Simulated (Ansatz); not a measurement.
This run works on a generated trial structure, not on a known crystal.

Input and command of a plane-wave DFT calculation in Ansatz:

```yaml
crystal:
  lattice:
    - [0.0, 5.276, 5.276]
    - [5.276, 0.0, 5.276]
    - [5.276, 5.276, 0.0]
  atoms:
    - { symbol: "Y", position: [0.5, 0.5, 0.5] }
    - { symbol: Tl, position: [0.25, 0.25, 0.25] }
    - { symbol: Tl, position: [0.75, 0.75, 0.75] }
    - { symbol: Os, position: [0.0, 0.0, 0.0], spin: 1.0 }
    - { symbol: C, position: [0.82031842, 0.17968158, 0.17968158] }
    - { symbol: C, position: [0.17968158, 0.82031842, 0.17968158] }
    - { symbol: C, position: [0.17968158, 0.17968158, 0.82031842] }
    - { symbol: C, position: [0.17968158, 0.82031842, 0.82031842] }
    - { symbol: C, position: [0.82031842, 0.17968158, 0.82031842] }
    - { symbol: C, position: [0.82031842, 0.82031842, 0.17968158] }
    - { symbol: "N", position: [0.70943897, 0.29056103, 0.29056103] }
    - { symbol: "N", position: [0.29056103, 0.70943897, 0.29056103] }
    - { symbol: "N", position: [0.29056103, 0.29056103, 0.70943897] }
    - { symbol: "N", position: [0.29056103, 0.70943897, 0.70943897] }
    - { symbol: "N", position: [0.70943897, 0.29056103, 0.70943897] }
    - { symbol: "N", position: [0.70943897, 0.70943897, 0.29056103] }
basis:
  ecutwfc: 420
kpoints:
  mp_grid: { grid: [4, 4, 4] }
hamiltonian:
  xc: pbe
scf:
  occupations: { method: gaussian, width: 0.1 }
  lower_state_search: "off"
output:
  forces: true
  stress: true
  eigenvalues: true
  populations: true
magnetization:
  spin_polarized: true
relax:
  adjacent_minimum: "off"
  f_tol: 0.04
  max_steps: 70
  cell: { stress_tol: 0.4 }
```

```bash
ansatz run input.yaml --threads 1 --pin off --max-ram 2560MiB --backend cpu --events-out ev --progress --plain --runs-dir out
```

Processor: Intel(R) Xeon(R) Platinum 8488C (Sapphire Rapids), 1 thread, on a host shared with other jobs.

Q: Estimate time, memory and problem size.

A: About 2.3 min, peak memory 0.93 GiB. It solves 70 bands at 8 k points (after reduction by symmetry) with about 6615 plane waves (on the last cell), in 64 SCF iterations over 7 ionic steps.
